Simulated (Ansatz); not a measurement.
# Slab of CsCl AlNi (110), 4 layers

The slab is cut from the CsCl crystal, which needn't be the stable phase, as relaxed on PAW files (12.11 Å³/atom), with 16 Å of vacuum and a dipole correction:

```
CELL_PARAMETERS angstrom
2.89357 0.00000 0.00000
0.00000 4.09213 0.00000
0.00000 0.00000 22.13820
ATOMIC_POSITIONS crystal
Ni 0.75000 0.00000 0.36137
Al 0.25000 0.50000 0.36137
Ni 0.75000 0.50000 0.45379
Al 0.25000 0.00000 0.45379
Ni 0.75000 0.00000 0.54621
Al 0.25000 0.50000 0.54621
Ni 0.75000 0.50000 0.63863
Al 0.25000 0.00000 0.63863
```

Level of theory: DFT with PBE, scalar-relativistic, in Ansatz 0.2.0; a Γ-centred 13×9×1 k mesh, Fermi–Dirac smearing of 0.1 eV, no spin polarisation. LAPW: all electrons, basis error target 1 meV/atom; PAW: frozen-core files, cutoff 420 eV.

The bulk energy comes from a cell in the slab's orientation on a 13×9×9 mesh. The surface energy is (E(slab) − N·E(bulk))/2A at zero smearing, the mean of both faces; thin slabs carry quantum-size effects.

Spin polarisation is left out, though a magnetic state may lie lower.

Task: As cut, the LAPW slab lies 2.433 eV above 8 atoms of bulk. What surface energy is that?

Result: Over two faces of 11.84 Å² it is 102.8 meV/Å², and times 16.02 J/m² per eV/Å² that gives γ = 1.646 J/m².

```tsv
method	γ as cut (J/m²)	γ relaxed (J/m²)	Φ as cut (eV)	Φ relaxed (eV)
LAPW	1.646	1.569	4.87	4.73
PAW	1.645	1.568	4.86	4.73
```

Task: How do the spacings between the planes relax (positions relaxed on PAW files)?

Result: From the bottom face up: d12 0.0 % of 2.046 Å, d23 -0.9 % of 2.046 Å, d34 0.0 % of 2.046 Å. The outer plane rumples by 0.169 Å.

Task: What changes if the vacuum is set to 13 Å?

Result: LAPW then gives: no gap, work function 4.73 eV; PAW: no gap, work function 4.73 eV.
